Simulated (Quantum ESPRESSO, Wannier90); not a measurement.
**Tl (hcp (Mg type)), plane waves to Wannier functions**

```xyz
2
Lattice="3.4973 0.0000 0.0000 -1.7487 3.0288 0.0000 0.0000 0.0000 5.6466" Properties=species:S:1:pos:R:3 pbc="T T T"
Tl     1.7487    -1.0096     1.4116
Tl    -1.7487     1.0096    -1.4116
```

Materials Project entry mp-82; symmetrised, unrelaxed at this level. This is the element's usual structure. Computed values, not measurements, from PBEsol: Quantum ESPRESSO (norm-conserving PseudoDojo potentials, cutoff 50 Ry, no spin polarisation, no spin-orbit coupling) on a Γ-centred 12×12×6 mesh, then Wannier90. Density: 18×18×8 mesh, cold smearing 0.01 Ry. Spin-orbit coupling is left out although heavy elements are present.

A tight-binding model is made by disentanglement and projection with no localisation steps (num_iter = 0), so the 8 orbitals stay atom-like: hydrogen-like Tl: s;p, axes along x, y, z; frozen window up to 1.50 eV relative to the Fermi level. It follows pw.x to 4.7 meV rms for states up to 1.0 eV relative to the Fermi level. Matrix elements depend on this choice of orbitals and windows.

The 45 largest hoppings ⟨m,0|H|n,R⟩ between different sites (one of each Hermitian pair; signs follow the real orbitals' lobes; the list may end inside a set of equal values):

| m | n | R | distance of the centres (Å) | t (eV) |
|---|---|---|---|---|
| Tl2 px | Tl2 px | 1 0 0 | 3.50 | 1.620 |
| Tl1 px | Tl1 px | 1 0 0 | 3.50 | 1.620 |
| Tl2 py | Tl2 py | 0 1 0 | 3.50 | 1.197 |
| Tl1 py | Tl1 py | 1 1 0 | 3.50 | 1.197 |
| Tl2 py | Tl2 py | 1 1 0 | 3.50 | 1.197 |
| Tl1 py | Tl1 py | 0 1 0 | 3.50 | 1.196 |
| Tl1 pz | Tl2 pz | 1 0 0 | 3.47 | 1.089 |
| Tl1 pz | Tl2 pz | 1 -1 0 | 3.47 | 1.089 |
| Tl2 pz | Tl1 pz | 0 1 -1 | 3.47 | 1.088 |
| Tl2 pz | Tl1 pz | 0 1 0 | 3.47 | 1.088 |
| Tl1 pz | Tl2 pz | 1 -1 1 | 3.47 | 1.088 |
| Tl1 pz | Tl2 pz | 1 0 1 | 3.47 | 1.088 |
| Tl1 pz | Tl2 py | 1 0 0 | 3.47 | -0.820 |
| Tl1 pz | Tl2 py | 1 0 1 | 3.47 | 0.820 |
| Tl1 py | Tl2 pz | 1 0 0 | 3.47 | -0.819 |
| Tl1 py | Tl2 pz | 1 0 1 | 3.47 | 0.819 |
| Tl2 py | Tl2 px | 1 1 0 | 3.49 | 0.814 |
| Tl1 px | Tl1 py | 0 1 0 | 3.49 | -0.814 |
| Tl1 px | Tl1 py | 1 1 0 | 3.49 | 0.814 |
| Tl2 py | Tl2 px | 0 1 0 | 3.49 | -0.814 |
| Tl2 px | Tl2 s | 1 0 0 | 3.50 | -0.814 |
| Tl1 s | Tl1 px | 1 0 0 | 3.50 | 0.814 |
| Tl1 px | Tl1 s | 1 0 0 | 3.50 | -0.814 |
| Tl2 s | Tl2 px | 1 0 0 | 3.50 | 0.814 |
| Tl2 py | Tl2 s | 0 1 0 | 3.49 | -0.732 |
| Tl2 py | Tl2 s | 1 1 0 | 3.49 | -0.732 |
| Tl1 s | Tl1 py | 0 1 0 | 3.49 | 0.731 |
| Tl1 s | Tl1 py | 1 1 0 | 3.49 | 0.731 |
| Tl2 px | Tl1 pz | 0 1 -1 | 3.47 | -0.710 |
| Tl2 px | Tl1 pz | 0 1 0 | 3.47 | 0.710 |
| Tl1 pz | Tl2 px | 1 -1 1 | 3.47 | 0.710 |
| Tl1 pz | Tl2 px | 1 -1 0 | 3.47 | -0.710 |
| Tl1 px | Tl2 pz | 1 -1 1 | 3.47 | 0.709 |
| Tl1 px | Tl2 pz | 1 -1 0 | 3.47 | -0.709 |
| Tl2 pz | Tl1 px | 0 1 -1 | 3.47 | -0.709 |
| Tl2 pz | Tl1 px | 0 1 0 | 3.47 | 0.709 |
| Tl1 s | Tl2 pz | 1 0 1 | 3.47 | 0.691 |
| Tl1 s | Tl2 pz | 1 0 0 | 3.47 | -0.691 |
| Tl2 s | Tl1 pz | 0 1 -1 | 3.47 | -0.691 |
| Tl1 pz | Tl2 s | 1 -1 0 | 3.47 | 0.691 |
| Tl1 pz | Tl2 s | 1 -1 1 | 3.47 | -0.691 |
| Tl1 s | Tl2 pz | 1 -1 0 | 3.47 | -0.691 |
| Tl2 pz | Tl1 s | 0 1 -1 | 3.47 | 0.691 |
| Tl2 s | Tl1 pz | 0 1 0 | 3.47 | 0.691 |
| Tl1 s | Tl2 pz | 1 -1 1 | 3.47 | 0.691 |
